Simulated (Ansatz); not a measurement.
AlP:
```yaml
crystal:
  lattice:
    - [0.00000, 2.71691, 2.71691]
    - [2.71691, 0.00000, 2.71691]
    - [2.71691, 2.71691, 0.00000]
  atoms:
    - { symbol: Al, position: [0.00000, 0.00000, 0.00000] }
    - { symbol: P, position: [0.25000, 0.25000, 0.25000] }
```

Cartesian axes are those of the cell as given.

### Question
Give the high-frequency dielectric tensor and the Born effective charge tensors of the independent atoms from DFPT, LDA in the plane-wave PAW code Ansatz.

### Answer

ε∞:
```
8.33  0.00  0.00
0.00  8.33  0.00
0.00  0.00  8.33
```
Z* of atom 1 (Al), rows: field, columns: displacement, in e:
```
2.22  0.00  0.00
0.00  2.22  0.00
0.00  0.00  2.22
```
Z* of atom 2 (P), rows: field, columns: displacement, in e:
```
-2.22   0.00   0.00
 0.00  -2.22   0.00
 0.00   0.00  -2.22
```

Space group F-43m (zinc blende). Symmetry was held in the LDA relaxation.

Potentials: the earlier of the program's two PAW sets. The files were generated under PBE; for other functionals the program regenerates the frozen cores, and for LDA and PBEsol the local potential too.
